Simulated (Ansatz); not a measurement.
Level of theory: Ansatz, DFT PBE, scalar-relativistic, plane waves, PAW. Plane waves to 420 eV, a 12×12×6 mesh through Γ for the 5-atom cell and 0.10 eV Gaussian smearing; no spin polarisation.

Formation energies are uncorrected and count from the elements' standard states at the same level.

**Question.** Suggest a trial structure for a trigonal metal that holds P and 1 more element, with a formation energy near −0.14 eV/atom and a density near 13.28 g/cm³, in a cell of 5 atoms.

**Answer.** P2Pt3, space group P-3m1 (No. 164). Around P lie 4 Pt at 2.42–2.45 Å and 3 Pt at 2.67 Å; Pt on a site of symmetry -3m has 6 P at 2.67 Å and 6 Pt at 3.08 Å; Pt on a site of symmetry 3m has 4 P at 2.42–2.45 Å, 3 Pt at 2.90 Å and 3 Pt at 3.08 Å.

```
CELL_PARAMETERS angstrom
4.00734 0.00000 0.00000
-2.00367 3.47046 0.00000
0.00000 0.00000 5.82111
ATOMIC_POSITIONS crystal
P 0.33333 0.66667 0.77051
P 0.66667 0.33333 0.22949
Pt 0.00000 0.00000 0.00000
Pt 0.66667 0.33333 0.65074
Pt 0.33333 0.66667 0.34926
```

The volume per atom is 16.19 Å³. The density is 13.28 g/cm³. The formation energy is −0.14 eV/atom and the gap on the 12×12×6 mesh of the 5-atom cell is 0 eV (a metal).

The structure comes from a generated guess, relaxed at this level; another structure or a mixture of phases may lie lower. The answer needn't be unique; the calculation gave this one.

Spin–orbit coupling, which can matter for Pt, is left out. The reference form of P is held partly by dispersion forces, which this level lacks. A structure relaxed within its symmetry needn't be a true minimum.
